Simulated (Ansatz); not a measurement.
ZrSeS:
```
ZrSeS
1.0
    3.73802     0.00000     0.00000
   -1.86901     3.23722     0.00000
    0.00000     0.00000     6.10564
Zr Se S
1 1 1
Direct
  0.00000   0.00000   0.01273
  0.66667   0.33333   0.74804
  0.33333   0.66667   0.23923
```

x, y and z are the axes in which the lattice vectors are written.

Task: Give the proper piezoelectric stress tensor with relaxed ions from the program Ansatz at the r²SCAN+D4 level (PAW).

Result: In C/m², rows x, y, z, Voigt columns; mesh uncertainty up to 0.00.
```
 0.00   0.00   0.00   0.00   0.05  -0.26
-0.26   0.26   0.00   0.05   0.00   0.00
 0.06   0.06   0.00   0.00   0.00   0.00
```

The elastic tensor of the same run (GPa):

```
 127  25.9   6.6  -2.2   0.0   0.0
25.9   127   6.6   2.2   0.0   0.0
 6.6   6.6  29.1   0.0   0.0   0.0
-2.2   2.2   0.0   8.1   0.0   0.0
 0.0   0.0   0.0   0.0   8.1  -2.2
 0.0   0.0   0.0   0.0  -2.2  50.4
```

Task: Convert to strain constants d = e·S.

Result: In pC/N:
```
 0.0   0.0   0.0   0.0   4.9  -4.9
-2.5   2.5   0.0   4.9   0.0   0.0
 0.4   0.4  -0.2   0.0   0.0   0.0
```

Space group P3m1. The first step of the workflow began from a Materials Project structure, measured or hypothetical; the Crystallography Open Database copy checked does not list it. With Se and S taken as one species the cell has the higher symmetry P-3m1, so it may be an ordered model of a mixed-site phase. Its standing as an ambient phase is unchecked. The cell was relaxed with r²SCAN+D4 under the symmetry of its start; whether a distortion lowers the energy is not shown. No spin polarisation was allowed. Signs of piezoelectric constants follow the polarity of the cell as given.

Potentials: the later of the program's two PAW sets.
